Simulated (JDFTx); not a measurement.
## Pt(110) as an electrode

Pt(110) slab cut from bulk Pt (space group Fm-3m, indices of the conventional cell, lattice of the Materials Project entry mp-126, not re-optimised): 8 atoms in 8 planes, a 1x1 cell of 10.99 Å² (|a| = 2.788, |b| = 3.943 Å), 9.6 Å between the outermost planes, cell height 25.8 Å, 8×6×1 k mesh, Fermi smearing 0.01 Ha, no spin polarisation.

All numbers are PBE, GBRV ultrasoft potentials, plane waves to 20/100 Ha results from a modified build of JDFTx, not measurements. Outer atoms relaxed in vacuum, keeping the start's symmetry. The same nuclei were then put into each liquid, at zero charge and at set potentials or charges. This is a symmetric, unreconstructed model surface, and the continuum liquid cannot react with it. SHE scale: U = −μ/e − 4.44 V, by convention.

In vacuum the work function is 5.22 eV, which would put the uncharged electrode at 0.78 V vs SHE if the liquid did nothing. Each liquid moves the Fermi level of the neutral slab, now counted from the bulk liquid: linear PCM (GLSSA13), water, 0.5 M NaCl by 0.19 eV, to a potential of zero charge of 0.59 V; SCCS (g09 parameters), water, 0.5 M NaCl by 0.08 eV, to a potential of zero charge of 0.69 V. The models of water differ by 0.11 V among themselves.

Charging:

```csv
liquid,U − U_pzc (V),σ (μC/cm²),σ/(U − U_pzc) (μF/cm²),Δγ (mJ/m²)
"linear PCM (GLSSA13), water",-0.89,-12.1,14,-56
"linear PCM (GLSSA13), water",-0.49,-6.9,14,-17
"linear PCM (GLSSA13), water",0.31,4.9,16,-8
"linear PCM (GLSSA13), water",0.71,11.9,17,-41
"linear PCM (GLSSA13), water",0.88,15.0,17,-63
"linear PCM (GLSSA13), water",0.91,15.7,17,-69
"SCCS (g09 parameters), water",-0.39,-4.1,10,-8
"SCCS (g09 parameters), water",-0.19,-2.1,11,-2
```

The mean capacitance runs from 10 to 17 μF/cm². Δγ, the grand free energy per area against the neutral surface, is negative throughout, since charging at a held potential lowers it. The cavity function reaches one half at 2.4 Å (linear PCM (GLSSA13), water), 2.5 Å (SCCS (g09 parameters), water) above the top atoms; the models define their cavities differently. No specific adsorption of ions or solvent is in these numbers.
